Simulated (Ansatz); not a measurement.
TePd:
```yaml
crystal:
  lattice:
    - [4.18571, 0.00000, 0.00000]
    - [-2.09285, 3.62493, 0.00000]
    - [0.00000, 0.00000, 5.73809]
  atoms:
    - { symbol: Te, position: [0.33333, 0.66667, 0.25000] }
    - { symbol: Te, position: [0.66667, 0.33333, 0.75000] }
    - { symbol: Pd, position: [0.00000, 0.00000, 0.00000] }
    - { symbol: Pd, position: [0.00000, 0.00000, 0.50000] }
```

Relaxed with r²SCAN. Special points in fractions of this cell's reciprocal vectors: Γ (0.000, 0.000, 0.000); M (0.500, 0.000, 0.000); K (0.333, 0.333, 0.000); A (0.000, 0.000, 0.500); L (0.500, 0.000, 0.500); H (0.333, 0.333, 0.500).

List the band energies nearest the Fermi level at these points for the program Ansatz at the r²SCAN level (PAW).

In eV from the Fermi level; about four levels below and three above (degenerate sets whole), none deeper than 8.9 eV; points with the same levels are listed once.

```tsv
k	below	above
Γ	-2.29 -2.29 -1.22 -1.22 -0.46	0.33 1.70 1.70
M	-2.45 -2.29 -2.27 -1.60	0.75 2.14 4.14
K	-1.19 -1.19 -0.48 -0.48	3.11 6.21 7.65 7.65
A	-3.19 -3.19 -3.19 -3.19 -1.88 -1.88	0.76 0.76 0.76 0.76
L	-2.72 -2.72 -0.49 -0.49	0.41 0.41 3.59 3.59
H	-2.37 -2.37 -2.09 -2.09	1.99 1.99 5.70 5.70
```

Space group P6_3/mmc (NiAs type). The first step of the workflow began from a Materials Project structure, measured or hypothetical; the Crystallography Open Database files this formula in space group No. 194, but the cells were not matched. Its standing as an ambient phase is unchecked. Symmetry was held in the r²SCAN relaxation; its stability against distortions is not shown here. The run is not spin-polarised. Spin–orbit coupling is left out wherever it is not named.

Potentials: the earlier of the program's two PAW sets.
